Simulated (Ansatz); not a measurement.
17O NMR of the central transition in Be4Si2H2O9 under strain

Cell: an entry of the Crystallography Open Database (COD), relaxed with PBE at fixed cell and then changed (x and y compressed by 2 %, ions relaxed).

```cif
data_structure
_symmetry_space_group_name_H-M 'P 1'
_symmetry_Int_Tables_number 1
_cell_length_a 8.6139
_cell_length_b 8.6139
_cell_length_c 4.5683
_cell_angle_alpha 90.000
_cell_angle_beta 90.000
_cell_angle_gamma 120.573
_cell_volume 291.84
loop_
_atom_site_label
_atom_site_type_symbol
_atom_site_fract_x
_atom_site_fract_y
_atom_site_fract_z
_atom_site_occupancy
Be1 Be 0.11439 0.22461 0.15610 1
Be2 Be 0.88561 0.77539 0.65610 1
Be3 Be 0.77539 0.88561 0.15610 1
Be4 Be 0.22461 0.11439 0.65610 1
Be5 Be 0.10648 0.55010 0.15155 1
Be6 Be 0.89352 0.44990 0.65155 1
Be7 Be 0.44990 0.89352 0.15155 1
Be8 Be 0.55010 0.10648 0.65155 1
Si9 Si 0.21358 0.43805 0.65260 1
Si10 Si 0.78642 0.56195 0.15260 1
Si11 Si 0.56195 0.78642 0.65260 1
Si12 Si 0.43805 0.21358 0.15260 1
H13 H 0.80664 0.19336 0.42703 1
H14 H 0.19336 0.80664 0.92703 1
H15 H 0.14127 0.85873 0.43767 1
H16 H 0.85873 0.14127 0.93767 1
O17 O 0.17448 0.42111 0.00476 1
O18 O 0.82552 0.57889 0.50476 1
O19 O 0.57889 0.82552 0.00476 1
O20 O 0.42111 0.17448 0.50476 1
O21 O 0.15566 0.24204 0.50821 1
O22 O 0.84434 0.75796 0.00821 1
O23 O 0.75796 0.84434 0.50821 1
O24 O 0.24204 0.15566 0.00821 1
O25 O 0.08970 0.51112 0.50324 1
O26 O 0.91030 0.48888 0.00324 1
O27 O 0.48888 0.91030 0.50324 1
O28 O 0.51112 0.08970 0.00324 1
O29 O 0.42466 0.57534 0.57909 1
O30 O 0.57534 0.42466 0.07909 1
O31 O 0.23569 0.76431 0.09088 1
O32 O 0.76431 0.23569 0.59088 1
O33 O 0.90124 0.09876 0.10040 1
O34 O 0.09876 0.90124 0.60040 1
```

Atoms are numbered from 1 in the order listed; like atoms form one site, named after its first atom.

Method: Kohn–Sham DFT in Ansatz, PBE, plane waves and PAW, scalar-relativistic, 420 eV cutoff, Γ-centred 3×3×5 k-points, Fermi–Dirac smearing 0.02 eV.

17O has I = 5/2 and Q = -25.58 mb (Pyykkö 2018); at 14.1 T its Larmor frequency is ν₀ = 81.4 MHz. Only the quadrupole interaction is simulated: positions count from each site's isotropic chemical shift, and J coupling is left out, as are shift anisotropy and dipolar coupling, which fast spinning averages.

**Question.** Give C_Q, η, the quadrupolar product P_Q = |C_Q|(1 + η²/3)^½, the second-order isotropic shift and the breadth of the pattern (fast magic-angle spinning) for each O site.

**Answer.** 

```csv
site,first shell,C_Q (MHz),η,P_Q (MHz),δ_QIS (ppm),breadth (kHz)
O17,"1 Si at 1.63 Å, 2 Be at 1.64–1.65 Å",3.99,0.75,4.35,-17.1,3.19
O21,"1 Si at 1.64 Å, 2 Be at 1.64 Å",3.83,0.73,4.16,-15.7,2.92
O25,"2 Be at 1.63–1.64 Å, 1 Si at 1.64 Å",3.70,0.73,4.02,-14.6,2.72
O29,"2 Si at 1.62 Å, angle 133°; also 2 Be at 3.28 Å",-5.07,0.38,5.19,-24.4,4.59
O31,"1 H at 0.98 Å, 2 Be at 1.62 Å",-6.75,0.51,7.03,-44.8,8.46
O33,"1 H at 0.98 Å, 2 Be at 1.61 Å; also 1 H at 2.06 Å",-6.98,0.48,7.24,-47.5,8.98
```

δ_QIS = −(ν_Q²/30ν₀²)[I(I+1) − 3/4](1 + η²/3) × 10⁶ ppm with ν_Q = 3|C_Q|/[2I(2I−1)]; it falls as 1/B₀² in ppm, and the breadth as 1/B₀ in kHz.

At O17, O21 and O25 V_zz stands upright on the plane through its three neighbours (within 6°) in each case. At O31 and O33 V_zz points along its shortest bond, to H (within 3°) in each case. At O29 V_zz runs parallel to the line that joins its two neighbours (within 1°).

At this changed cell the PBE pressure is 5 GPa.
